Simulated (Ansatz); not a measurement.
GaN:
```
CELL_PARAMETERS angstrom
      0.00000     2.27421     2.27421
      2.27421     0.00000     2.27421
      2.27421     2.27421     0.00000
ATOMIC_POSITIONS crystal
  N  0.75000 0.75000 0.75000
  Ga 0.00000 0.00000 0.00000
```

Relaxed with PBE.

**Question.** Give the Bader charges and basin volumes of the independent atoms, the program Ansatz at the PBE level (PAW).

**Answer.** 

```json
[
 {"atom": "N1", "Bader charge (e)": "-1.54", "Bader volume (Å³)": "13.6"},
 {"atom": "Ga2", "Bader charge (e)": "+1.54", "Bader volume (Å³)": "10.0"}
]
```

Space group F-43m (zinc blende). Symmetry was held in the PBE relaxation.

Potentials: the later of the program's two PAW sets.
